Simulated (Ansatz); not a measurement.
# Cu: from a starting cell to a relaxed one

The start is a randomly generated symmetric cell of Cu (space group No. 51). A full variable-cell relaxation at zero pressure is run with PBEsol (plane waves to 420 eV, PAW, scalar-relativistic; Ansatz, an electronic-structure program). The first steps use a coarse 10×10×7 k-mesh.

Initial structure:
```
CELL_PARAMETERS angstrom
      3.19598     0.00000     0.00000
      0.00000     3.35458     0.00000
      0.00000     0.00000     4.42281
ATOMIC_POSITIONS crystal
  Cu 0.75000 0.50000 0.86229
  Cu 0.25000 0.50000 0.13771
  Cu 0.75000 0.50000 0.34525
  Cu 0.25000 0.50000 0.65475
```

| Quantity | Value |
|---|---|
| Energy released | about 2.6 eV/atom |
| Shortest distances (start → end) | The closest pairs of elements (up to four, under 3.6 Å), start → end: Cu–Cu 1.84 → 2.38 Å |
| Band gap at the end | no gap (metallic) |
| Optimiser moves | 21 |

It ends as:

Space group P6/mmm (No. 191); a = 2.441 Å, b = 2.441 Å, c = 2.380 Å, α = 90.00°, β = 90.00°, γ = 120.00°

| atom | site | symmetry | x | y | z |
|---|---|---|---|---|---|
| Cu | 1b | 6/mmm | 0.0000 | 0.0000 | 0.5000 |

Final values are on a 22×22×19 k-mesh of the relaxed cell. The start holds a very short contact (Cu–Cu 1.84 Å). No spin polarisation in the result.

The run could not lose the symmetry of its start: the end is stationary, and may be a saddle point rather than a minimum.

The relaxed structure here is a generated cell of Cu: the first start was made by a random draw of sites in a space group, and the end was not matched to a known phase here, so it may be hypothetical. Known forms of Cu include space group No. 225.
